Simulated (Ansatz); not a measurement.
## ZnCu₂SnS₄ in Ansatz, relaxation

Launch command:

```bash
ansatz run input.yaml --threads 2 --pin off --max-ram 3584MiB --backend cpu --events-out ev --progress --plain --runs-dir out
```

Input:

```yaml
crystal:
  lattice:
    - [0.0, 5.433213, 0.0]
    - [5.433213, 0.0, 0.0]
    - [2.716607, 2.716607, -5.423815]
  atoms:
    - { symbol: Cu, position: [0.0, 0.0, 0.0] }
    - { symbol: Cu, position: [0.75, 0.25, 0.5] }
    - { symbol: Zn, position: [0.25, 0.75, 0.5] }
    - { symbol: Sn, position: [0.5, 0.5, 0.0] }
    - { symbol: S, position: [0.37161, 0.88441, 0.74358] }
    - { symbol: S, position: [0.11559, 0.11519, 0.25642] }
    - { symbol: S, position: [0.88481, 0.37201, 0.74358] }
    - { symbol: S, position: [0.62799, 0.62839, 0.25642] }
  symmetry: { tolerance: 0.0003 }
kpoints:
  mp_grid: { grid: [5, 5, 5], shift: [0, 0, 0] }
magnetization:
  spin_polarized: false
scf:
  occupations: { method: fermi_dirac }
  lower_state_search: "off"
hamiltonian:
  pseudopotentials: { kind: paw }
  xc: r2scan
basis:
  ecutwfc: 500
  fft_grid_basis: typed
relax:
  max_steps: 60
  f_tol: 0.03
output:
  forces: true
  stress: true
  eigenvalues: true
  bader: false
  populations: true
  elf: true
  write_potential: true
  volumetric_format: npy
  dos:
    e_range: [-12, 8]
    de: 0.05
    projected: { site_lists: { Cu: [Cu], S: [S], Sn: [Sn], Zn: [Zn] } }
  write_density: true
checkpoint:
  read: saved_state
```

Origin of the cell: a database entry, scaled a little.

The smearing width isn't typed, so it takes its default of 0.1 eV.

The saved state is a converged single point of the same cell.

Steps:

| step | ΔF (meV/atom) | max force component (eV/Å) | SCF iterations | step was |
| --- | --- | --- | --- | --- |
| 1 | 0.0 | 0.423 | 7 | accepted |
| 2 | -4.2 | 0.165 | 7 | accepted |
| 3 | -4.9 | 0.013 | 6 | accepted |
| 4 | -4.9 | 0.013 | 3 | accepted |

The starting structure.

Space group I-4 (No. 82); the run's cell has a = 5.433 Å, b = 5.433 Å, c = 6.647 Å, α = 65.88°, β = 65.88°, γ = 90.00°. Shortest distances: S–Zn 2.33 Å, Cu–S 2.33 Å, S–Sn 2.41 Å.

The relaxed structure.

Space group I-4 (No. 82); the run's cell has a = 5.433 Å, b = 5.433 Å, c = 6.647 Å, α = 65.88°, β = 65.88°, γ = 90.00°. Shortest distances: Cu–S 2.31 Å, S–Zn 2.35 Å, S–Sn 2.45 Å.

```yaml
crystal:
  lattice:
    - [0.00000, 5.43321, 0.00000]
    - [5.43321, 0.00000, 0.00000]
    - [2.71661, 2.71661, -5.42381]
  atoms:
    - { symbol: Cu, position: [0.00000, 0.00000, 0.00000] }
    - { symbol: Cu, position: [0.75000, 0.25000, 0.50000] }
    - { symbol: Zn, position: [0.25000, 0.75000, 0.50000] }
    - { symbol: Sn, position: [0.50000, 0.50000, 0.00000] }
    - { symbol: S, position: [0.37124, 0.89295, 0.74179] }
    - { symbol: S, position: [0.10705, 0.11302, 0.25821] }
    - { symbol: S, position: [0.88698, 0.36526, 0.74179] }
    - { symbol: S, position: [0.63474, 0.62876, 0.25821] }
```

* Free energy lowered by: 4.9 meV/atom
* Final pressure: -0.71 GPa
* Relaxation steps listed: 4

Caveats: the SCF threshold is looser than advised for a stress; the relaxation held the start's symmetry, so the end may be a saddle point.

The run took 2.1 min on 2 threads of Arm Neoverse V1, on a shared host, peak memory 0.88 GiB, from a saved density.
